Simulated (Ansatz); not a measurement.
RuC in space group Pm-3m (No. 221; Ru on 3c, C on 3d), plane-wave PAW PBE (Ansatz code), all energies at zero smearing, with the estimated change up to a 700 eV cutoff added, with one set of potentials and settings (totals compare only within such a set). Cell of 6 atoms (3 Ru, 3 C): -18384.014 eV.

```tsv
element	reference phase	E (eV/atom)
Ru	P6_3/mmc, 2 atoms in the cell	-5878.7331
C	P6_3/mmc, 4 atoms in the cell	-250.9463
```

Formation energy per atom, worked out: (-18384.014 − 3×(-5878.7331) − 3×(-250.9463))/6 = 0.837 eV/atom (81 kJ per mol of atoms), at 0 K, without zero-point energy or fitted corrections.

The start of the workflow was typed in or built on a structure type; neither database checked (COD, Materials Project) lists it. Whether it is the stable phase at ambient conditions was not checked. Symmetry was held in the PBE relaxation; whether a distortion lowers the energy is not shown. No spin polarisation was allowed. Its formation energy is positive at this level, so the cell may be metastable or incomplete. The references are the lowest solids computed at this level, not always the standard phases.

Potentials: the earlier of the program's two PAW sets.
